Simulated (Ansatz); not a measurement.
The start is a generated trial cell of CsSrBr3 in the GdFeO3 structure type. The cell and all atomic positions are relaxed at zero pressure with r2SCAN (plane waves to 500 eV, PAW, scalar-relativistic; Ansatz, a first-principles code). The first steps use a coarse 3×2×3 k-mesh.

The start:
```yaml
crystal:
  lattice:
    - [8.27328, 0.00000, 0.00000]
    - [0.00000, 11.67359, 0.00000]
    - [0.00000, 0.00000, 8.24567]
  atoms:
    - { symbol: Cs, position: [0.48770, 0.25000, 0.99160] }
    - { symbol: Cs, position: [0.98770, 0.25000, 0.50840] }
    - { symbol: Cs, position: [0.51230, 0.75000, 0.00840] }
    - { symbol: Cs, position: [0.01230, 0.75000, 0.49160] }
    - { symbol: Sr, position: [0.00000, 0.00000, 0.00000] }
    - { symbol: Sr, position: [0.50000, 0.50000, 0.50000] }
    - { symbol: Sr, position: [0.00000, 0.50000, 0.00000] }
    - { symbol: Sr, position: [0.50000, 0.00000, 0.50000] }
    - { symbol: Br, position: [0.03130, 0.25000, 0.05860] }
    - { symbol: Br, position: [0.53130, 0.25000, 0.44140] }
    - { symbol: Br, position: [0.96870, 0.75000, 0.94140] }
    - { symbol: Br, position: [0.46870, 0.75000, 0.55860] }
    - { symbol: Br, position: [0.28800, 0.53700, 0.21300] }
    - { symbol: Br, position: [0.78800, 0.96300, 0.28700] }
    - { symbol: Br, position: [0.71200, 0.03700, 0.78700] }
    - { symbol: Br, position: [0.21200, 0.46300, 0.71300] }
    - { symbol: Br, position: [0.71200, 0.46300, 0.78700] }
    - { symbol: Br, position: [0.21200, 0.03700, 0.71300] }
    - { symbol: Br, position: [0.28800, 0.96300, 0.21300] }
    - { symbol: Br, position: [0.78800, 0.53700, 0.28700] }
```

* **Largest initial force**: 0.22 eV/Å, on Cs1, Cs2, Cs3, Cs4 (atoms numbered as listed)
* **Energy released**: 13 meV/atom
* **Volume change**: +3.3 %, from 39.82 to 41.11 Å³/atom
* **Optimiser moves**: 4

Final values are on a 3×3×4 k-mesh of the relaxed cell. No spin polarisation in the result.

The run could not lose the symmetry of its start.

The first start was generated by placing the elements on the sites of a structure type. Materials Project lists a structure of CsSrBr3 in the same space group, Pnma (No. 62); the sites were not compared with it, nor with measured phases.
